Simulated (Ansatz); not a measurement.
## Computed properties of BAs

BAs:
```
BAs
1.0
    3.44601     0.00000     0.00000
   -1.72300     2.98433     0.00000
    0.00000     0.00000     7.45751
B As
3 3
Direct
  0.00000   0.50000   0.33333
  0.50000   0.50000   0.66667
  0.50000   0.00000   0.00000
  0.00000   0.50000   0.83333
  0.50000   0.50000   0.16667
  0.50000   0.00000   0.50000
```

Space group P6_422 (No. 181); conventional cell a = 3.446 Å, b = 3.446 Å, c = 7.458 Å, α = 90.00°, β = 90.00°, γ = 120.00°.

Method: r²SCAN in the plane-wave PAW code Ansatz. The cell and atoms are relaxed at this level. Other levels are named where they apply.

### Cell and energy

```
Item                  Value
---------------  ----------
Volume per atom    12.78 Å³
Density          5.57 g/cm³
```

### Electronic structure

```
Item                                                                      Result
----------------------------------------  --------------------------------------
Band gap                                                      0.67 eV (indirect)
Valence-band maximum                                                        at Γ
Conduction-band minimum                              at M (3 equivalent valleys)
Smallest direct gap on the standard path                                 2.50 eV
Electron effective mass                   0.20, 0.33, 0.34 mₑ (principal values)
Hole effective mass                       0.18, 0.44, 0.44 mₑ (principal values)
HSE06 gap on the r²SCAN cell                                             0.97 eV
Gap with spin–orbit coupling                                             0.67 eV
```

### Mechanics

```
Quantity                              Value
----------------------------------  -------
Bulk modulus (Birch–Murnaghan fit)  144 GPa
Pressure derivative B′                  4.2
```

### Charges

```
Item                         Value
-------------  -------------------
Bader charges  B +0.14, As -0.14 e
```

The start of the workflow was typed in or built on a structure type; neither database checked (COD, Materials Project) lists it. It is not the phase usual at ambient conditions (space group No. 216). The r²SCAN relaxation kept the symmetry of its start; whether a distortion lowers the energy is not shown. Scalar-relativistic: spin–orbit coupling is off unless named, which matters more the heavier the elements.

Potentials: the earlier of the program's two PAW sets.
